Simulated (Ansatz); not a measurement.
Consider the following.

LiTaO3:
```
CELL_PARAMETERS angstrom
      2.56994     1.48375     4.59038
     -2.56994     1.48375     4.59038
      0.00000    -2.96751     4.59038
ATOMIC_POSITIONS crystal
  Li 0.70523 0.70523 0.70523
  Li 0.20523 0.20523 0.20523
  Ta 0.98836 0.98836 0.98836
  Ta 0.48836 0.48836 0.48836
  O  0.62304 0.87046 0.26262
  O  0.87046 0.26262 0.62304
  O  0.26262 0.62304 0.87046
  O  0.76262 0.37046 0.12304
  O  0.37046 0.12304 0.76262
  O  0.12304 0.76262 0.37046
```

This is the PBEsol-relaxed structure. Tensor components refer to the Cartesian frame of this cell.

Q: All from PBEsol (plane waves, PAW; program Ansatz), unless another level is named. Predict the Young's modulus.

A: 216 GPa.

Q: Predict the piezoelectric stress constants (proper, relaxed ions, C/m²).

A: e15 = e24 = -2.79, e16 = e21 = 2.07, e22 = -2.07, e31 = e32 = 0.12, e33 = -1.57.

Space group R3c. The PBEsol relaxation kept the symmetry of its start. No spin polarisation was allowed. Spin–orbit coupling is left out wherever it is not named.

Potentials: the later of the program's two PAW sets.
